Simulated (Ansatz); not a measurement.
Relaxed-ion elastic tensor of Co (hcp (Mg type), P6_3/mmc) in GPa (Voigt order), the program Ansatz at the r²SCAN level (PAW); density 9.23 g/cm³, 10.60 Å³ per atom.

```json
[
 {"": "1", "1": "352", "2": "222", "3": "129", "4": "0.0", "5": "0.0", "6": "0.0"},
 {"": "2", "1": "222", "2": "352", "3": "129", "4": "0.0", "5": "0.0", "6": "0.0"},
 {"": "3", "1": "129", "2": "129", "3": "400", "4": "0.0", "5": "0.0", "6": "0.0"},
 {"": "4", "1": "0.0", "2": "0.0", "3": "0.0", "4": "88.0", "5": "0.0", "6": "0.0"},
 {"": "5", "1": "0.0", "2": "0.0", "3": "0.0", "4": "0.0", "5": "88.0", "6": "0.0"},
 {"": "6", "1": "0.0", "2": "0.0", "3": "0.0", "4": "0.0", "5": "0.0", "6": "65.2"}
]
```

Is the crystal mechanically stable?

Yes: the smallest eigenvalue of C is 65.2 GPa.

Work out the Voigt, Reuss and Hill averages.

K_V = 229, K_R = 229, K_H = 229; G_V = 89.9, G_R = 82.7, G_H = 86.3 GPa.

Give Young's modulus, Poisson's ratio, Pugh's ratio and the universal anisotropy index.

E = 9KG/(3K + G) = 230 GPa; ν = 0.33; K/G = 2.65 (ductile by the Pugh limit of 1.75); A_U = 5G_V/G_R + K_V/K_R − 6 = 0.43.

Estimate the sound speeds and the Debye temperature.

v_l = √((K + 4G/3)/ρ) = 6100 m/s, v_t = √(G/ρ) = 3060 m/s, mean 3430 m/s; Θ = (h/k)(3n/4πV)^(1/3) v_m = 465 K.

Solve the Christoffel equation for the three sound speeds along x, y, z.

Eigenvalues of C_ijkl n_j n_l equal ρv². In km/s, slowest first: x 2.66, 3.09, 6.18; y 2.66, 3.09, 6.18; z 3.09, 3.09, 6.58.

How much does each axis shrink under pressure?

Linear compressibilities β_i = Σ_j S_ij (j = 1 to 3): x 1.4, y 1.4, z 1.6 per TPa.

The cell was relaxed with r²SCAN under the symmetry of its start. The final state is ferromagnetic, chosen from 5 collinear starts compared on coarse meshes (ties went to the first, and starts can fall back to one state), not a proven ground state. Textbook magnetic order: ferromagnetic. Other orbital occupations within this spin state were not tried. As this level gives no gap, shear constants depend on the k-mesh and smearing (Fermi–Dirac, 0.1 eV here). On the denser mesh and wider smearing of the elastic run this cell carries a stress of 0.6 GPa.

Potentials: the earlier of the program's two PAW sets.
